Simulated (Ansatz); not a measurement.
# NaGaH8N2F6 — ²H nuclear quadrupole resonance

Cell: a computed structure from the Materials Project (it need not be an observed phase), atoms as given.

```cif
data_NaGaH8N2F6
_symmetry_space_group_name_H-M 'Fm-3m'
_symmetry_Int_Tables_number 225
_cell_length_a 8.5713
_cell_length_b 8.5713
_cell_length_c 8.5713
_cell_angle_alpha 90.000
_cell_angle_beta 90.000
_cell_angle_gamma 90.000
loop_
_atom_site_label
_atom_site_type_symbol
_atom_site_symmetry_multiplicity
_atom_site_Wyckoff_symbol
_atom_site_fract_x
_atom_site_fract_y
_atom_site_fract_z
Na Na 4 b 0.5000 0.5000 0.5000
Ga Ga 4 a 0.0000 0.0000 0.0000
H H 32 f 0.3193 0.3193 0.1807
N N 8 c 0.2500 0.2500 0.2500
F F 24 e 0.5000 0.7753 0.5000
```

One atom of each set is listed; the run and its k-mesh use a cell of 18 atoms with edges of 6.06, 6.06, 6.06 Å.

Method: Kohn–Sham DFT in Ansatz, PBE, plane waves and PAW, scalar-relativistic, 420 eV cutoff, Γ-centred 4×4×4 k-points, Fermi–Dirac smearing 0.02 eV.

²H: I = 1, Q = 2.858 mb (year-2017 value). Static lattice, zero field.

**Question.** At which frequencies do the ²H NQR lines lie?

**Answer.** For I = 1 the lines are ν± = (3/4)|C_Q|(1 ± η/3) and ν₀ = |C_Q|η/2.

| site | atoms | V_zz (10²¹ V/m²) | C_Q (MHz) | η | line frequencies (MHz) |
| --- | --- | --- | --- | --- | --- |
| H | 8 | 3.10 | 0.214 | 0.00 | 0.161 |

An axis of threefold or higher order runs through H, so V_zz lies along it and η is zero.

The lattice is static: at room temperature ammonium may turn and average the couplings of its hydrogen.

Hardware: 1 thread of AMD EPYC 7R13 Processor (Zen 3) (x86_64; 16 cores open to the job, memory cap 2.5 GiB, no GPU), a shared host with a load of 0.3 a core. Wall time 6.3 s, CPU time 5.7 s, peak memory 0.64 GiB.
